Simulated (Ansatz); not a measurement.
ScAl in space group Cmcm (No. 63; Sc on 4c, Al on 4c) under volume change, LDA (plane waves, PAW; program Ansatz), shape and atoms relaxed at each volume.

```
V (Å³/atom)  E − E(relaxed) (meV/atom)  P (GPa)
-----------  -------------------------  -------
17.285                            44.7     9.02
17.855                            18.9     5.58
18.424                             4.5     2.59
18.994                             0.0     0.00
19.564                             4.1    -2.25
20.134                            15.6    -4.19
20.704                            33.6    -5.86
```

**Question.** What does a third-order Birch–Murnaghan fit give for V₀, B₀ and B′?

**Answer.** V₀ = 18.99 Å³/atom, B₀ = 80.2 GPa, B′ = 3.8.

The first step of the workflow began from a Materials Project structure, measured or hypothetical; the Crystallography Open Database copy checked does not list it. Its standing as an ambient phase is unchecked. The LDA relaxation kept the symmetry of its start; its stability against distortions is not shown here. The run is not spin-polarised.

Potentials: the later of the program's two PAW sets.
